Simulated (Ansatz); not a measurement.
SiC:
```yaml
crystal:
  lattice:
    - [2.87045, 0.00000, 0.00000]
    - [-1.43523, 2.48589, 0.00000]
    - [0.00000, 0.00000, 4.75448]
  atoms:
    - { symbol: Si, position: [0.00000, 0.00000, 0.00000] }
    - { symbol: Si, position: [0.00000, 0.00000, 0.50000] }
    - { symbol: C, position: [0.33333, 0.66667, 0.25000] }
    - { symbol: C, position: [0.66667, 0.33333, 0.75000] }
```

Relaxed with PBE. Special points in fractions of this cell's reciprocal vectors: Γ (0.000, 0.000, 0.000); M (0.500, 0.000, 0.000); K (0.333, 0.333, 0.000); A (0.000, 0.000, 0.500); L (0.500, 0.000, 0.500); H (0.333, 0.333, 0.500).

Problem. List the band energies nearest the Fermi level at these points for PBE (plane waves, PAW; program Ansatz).

Solution. In eV from the Fermi level; about four levels below and three above (degenerate sets whole), none deeper than 8.9 eV; … stands for higher levels left out; points with the same levels are listed once.

| k | below | above |
|---|---|---|
| Γ | -0.62 -0.62 -0.12 -0.12 | 0.22 5.49 5.81 |
| M | -6.64 -5.02 -3.85 -0.77 | 2.18 3.13 5.54 |
| K | -5.26 -5.26 -5.05 -5.05 -1.31 | 8.90 8.90 9.23 |
| A | -0.28 -0.28 -0.28 -0.28 | 5.81 5.81 … |
| L | -2.86 -2.86 -2.69 -2.69 | 2.59 2.59 4.43 4.43 |
| H | -7.98 -7.98 -1.07 -1.07 | 3.88 3.88 4.71 4.71 |

Space group P6_3/mmc (NiAs type). A made-up cell: these elements were put on the sites of a structure type; neither database checked (COD, Materials Project) lists it. It is not the phase usual at ambient conditions (space group No. 186, 216). Symmetry was held in the PBE relaxation; its stability against distortions is not shown here.

Potentials: the later of the program's two PAW sets.
